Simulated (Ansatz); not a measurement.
**Structures of NbRe₃: which is lowest?**

Plane-wave DFT in Ansatz with scalar-relativistic PAW potentials, cutoff 420 eV, Γ-centred meshes chosen by cell and gap, Gaussian smearing with energies taken to zero width. Every cell was relaxed (cell and atoms) in a run of its own, within the symmetry of its start. Functional: PBE.

Relaxed structures (starts from databases or built by putting these elements on another compound's sites):
A. P6_3/mmc, 8 atoms in the computed cell, a = 5.616 Å, c = 4.613 Å; sites (symmetry × multiplicity) Nb -6m2 × 2, Re mm2 × 6; start: built
B. Pm-3m, 4 atoms in the computed cell, a = 3.979 Å; sites (symmetry × multiplicity) Nb m-3m × 1, Re 4/mm.m × 3; start: built

Q: Rank them by energy. Could pressure change the order?

A:
| structure | group | E − E(lowest) (meV/atom) | V (Å³/atom) | gap on mesh (eV) |
| --- | --- | --- | --- | --- |
| B | Pm-3m | 0.0 | 15.75 | 0.00 |
| A | P6_3/mmc | 34 | 15.75 | 0.00 |

B is lowest, 34 meV/atom under A. The two lowest differ in volume by under 3 %, too little for a first-order estimate of what pressure does to that pair (other pairs aren't weighed here); with rigid cells even 3 % in favour of the higher one would need about 12 GPa. Other structures may lie lower than all of these, and vibrations aren't counted.

Spin-orbit coupling is left out, which matters for the bands of heavy elements.